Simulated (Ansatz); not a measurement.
**Computed scan of one atom of the cell: SiO2 (rutile)**

Starting cell, SiO$_{2}$ (rutile):

```yaml
crystal:
  lattice:
    - [4.19454, 0.00000, 0.00000]
    - [0.00000, 4.19454, 0.00000]
    - [0.00000, 0.00000, 2.67824]
  atoms:
    - { symbol: Si, position: [0.50000, 0.50000, 0.50000] }
    - { symbol: Si, position: [0.00000, 0.00000, 0.00000] }
    - { symbol: O, position: [0.80605, 0.80605, 0.50000] }
    - { symbol: O, position: [0.30605, 0.69395, 0.00000] }
    - { symbol: O, position: [0.69395, 0.30605, 0.00000] }
    - { symbol: O, position: [0.19395, 0.19395, 0.50000] }
```

In each cell atom 5 (O, nearest neighbour Si at 1.765 Å; its periodic images, 2.7 Å or more away, move with it) moves by s·(1.000, 0.000, 0.000) (along Cartesian x), the rest being held.

These are PBEsol (plane waves to 420 eV, PAW, scalar-relativistic; Ansatz, a quantum-chemistry and plane-wave program) values and carry that method's errors. k mesh 6×6×10 (Γ-centred), Fermi-Dirac smearing 0.05 eV. E stands for the smeared free energy. Stress and pressure are positive under compression. F∥ is the force on the atom along that direction. F⊥ is the part of the force across the line. SiO2 was relaxed with its symmetry unable to fall. The PAW data are Ansatz's earlier set. The zero of ΔE is the undisplaced structure.

```csv
s (Å),ΔE (meV/cell),P (GPa),|F⊥| (eV/Å),F∥ (eV/Å)
-0.180,346,5.16,1.848,3.825
-0.144,222,3.78,1.472,3.071
-0.108,125,2.57,1.100,2.310
-0.072,56,1.53,0.733,1.544
-0.036,14,0.67,0.367,0.774
0.000,0,-0.01,0.000,0.000
0.036,14,-0.48,0.372,-0.776
0.072,56,-0.76,0.754,-1.555
0.108,126,-0.83,1.149,-2.337
0.144,224,-0.67,1.563,-3.122
0.180,351,-0.30,2.002,-3.912
```

Read from the data:

| Item | Result |
|---|---|
| Energy at s = 0.180 Å | 351 meV/cell |
| Force along the line at s = -0.180 Å | 3.82 eV/Å |
| Shape of the curve | a single well with its minimum at or next to zero displacement |
| Force constant k = d²E/ds² at s = 0 (finite differences) | 21.5 eV/Å² |
| Harmonic estimate at the end of the scan | ½ks² = 349 meV/cell against the computed 351 meV/cell, so the well is close to harmonic there |

(A displaced cell: forces are minus the slopes of the energy, force constants its curvatures, and phonons follow from these.)
